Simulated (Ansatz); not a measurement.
All numbers below come from DFT PBE, scalar-relativistic, plane waves, PAW, and for the lanthanide a 4f-in-core norm-conserving potential (Ansatz). Cutoff 690 eV, Γ-centred meshes of about 0.25 Å⁻¹ or finer for metals and 0.3 Å⁻¹ for insulators (2π included), Gaussian smearing. No spin polarisation.

Temperature and zero-point effects are left out.

Two relaxed structures of TmI4:

A.

```xyz
5
Lattice="5.3494 -5.6381 0.0000 5.3494 5.6381 0.0000 0.0000 0.0000 4.0252" Properties=species:S:1:pos:R:3 pbc="T T T"
Tm    0.0000    0.0000    0.0000
I     5.3494   -3.4388    2.0126
I     5.3494    3.4388    2.0126
I     2.9938    0.0000    0.0000
I     7.7050    0.0000    0.0000
```

B.

```xyz
10
Lattice="0.0000 7.3358 7.3358 7.3358 0.0000 7.3358 7.3358 7.3358 0.0000" Properties=species:S:1:pos:R:3 pbc="T T T"
Tm    3.6679    3.6679    3.6679
Tm   11.0037   11.0037   11.0037
I     9.3654    9.3654    9.3654
I     5.3063    5.3063    9.3654
I     5.3063    9.3654    5.3063
I     9.3654    5.3063    5.3063
I     9.3654    9.3654    5.3063
I     5.3063    5.3063    5.3063
I     9.3654    5.3063    9.3654
I     5.3063    9.3654    9.3654
```

Question: Which is lower in energy, and by how much?

Answer: A is lower, by 137 meV/atom. A has space group Cmmm (No. 65), 48.6 Å³/atom and no gap on its mesh; B has space group Fm-3m (No. 225), 79.0 Å³/atom and no gap. Counting I atoms around Tm (those within 1.25 times the shortest such distance or 1.15 times the sum of covalent radii, 1.27 where that leaves under three), A has Tm 6 and B has Tm 4. Both come from trial cells of a structure search.

No dispersion correction is applied, so the spacing and binding between layers, chains or molecules are poorly described (Cmmm, Fm-3m), and this can change margins and order among such cells. Spin–orbit coupling, which can matter for I, is left out. In Cmmm an odd number of valence electrons (the lanthanide is held trivalent, its 4f shell in the core) allows no gap without spin; another valence of the lanthanide, a larger cell or a magnetic state could open one. A has imaginary phonons (to 38i cm⁻¹ on its k mesh, which matters in a metal), so it may be a saddle point. Other cells relaxed within their symmetry can be saddle points.

The lanthanide is trivalent by construction, without f bands, f moments or other valences.
